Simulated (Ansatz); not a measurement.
One stationary structure of Mg2Si. Space group Fm-3m (No. 225), AFLOW prototype AB2_cF12_225_a_c (C1, as in CaF2). Method: PBE (plane waves to 420 eV, PAW, scalar-relativistic; Ansatz, a quantum-chemistry and plane-wave program).

```cif
data_Mg8Si4
_chemical_formula_sum 'Mg8 Si4'
_space_group_name_H-M_alt 'Fm-3m'
_space_group_IT_number 225
_space_group_name_Hall '-F 4 2 3'
_cell_length_a 6.36372
_cell_length_b 6.36372
_cell_length_c 6.36372
_cell_angle_alpha 90.000
_cell_angle_beta 90.000
_cell_angle_gamma 90.000
loop_
_atom_site_label
_atom_site_type_symbol
_atom_site_symmetry_multiplicity
_atom_site_Wyckoff_symbol
_atom_site_fract_x
_atom_site_fract_y
_atom_site_fract_z
_atom_site_occupancy
Mg1 Mg 8 c 0.25000 0.25000 0.25000 1
Si1 Si 4 a 0.00000 0.00000 0.00000 1
```
(The calculation used a cell of 3 atoms; values per cell refer to that cell.)

Q: Predict the band gap from PBE.

A: 0.22 eV, indirect (valence top at Γ, conduction bottom at X) (no spin-orbit coupling).

Q: What is the computed smallest direct gap (PBE)?

A: 1.84 eV at Γ.

No spin polarisation in the result.

The run could not lose the symmetry of its start.

All atoms sit on sites fixed by symmetry, so only the cell could relax.

The first start was generated by a random draw of sites in a space group. A measured structure of Mg2Si has the same space group, Fm-3m (No. 225); the sites were not compared with it.
